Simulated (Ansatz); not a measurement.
**Ag**

```yaml
crystal:
  lattice:
    - [0.00000, 2.04310, 2.04310]
    - [2.04310, 0.00000, 2.04310]
    - [2.04310, 2.04310, 0.00000]
  atoms:
    - { symbol: Ag, position: [0.00000, 0.00000, 0.00000] }
```

The conventional cell has a = 4.086 Å, b = 4.086 Å, c = 4.086 Å, α = 90.00°, β = 90.00°, γ = 90.00°. Ag (atom 1) has 12 Ag at 2.89 Å as nearest neighbours.

The cell comes from COD entry 9008459, which wasn't checked; take it as a given geometry.

Level of theory: DFT, LDA, all-electron LAPW, scalar-relativistic (Ansatz 0.2.0).

Sampling and basis: a Γ-centred 15×15×15 k mesh, Fermi–Dirac smearing of 0.05 eV, basis error target 1 meV/atom, no spin polarisation.

```json
{
 "Density of states at the Fermi level (0.2 eV bin)": "0.28 states/eV per cell",
 "Volume per atom": "17.06 Å³"
}
```

(1) Predict this quantity. Band gap.

(2) Predict this quantity. Pressure at this cell.

## Answers

(1) none: with an odd electron count and no spin polarisation the bands can't all be full, a metal in this set-up (spin order or a larger cell could open a gap).

(2) -7.45 GPa.
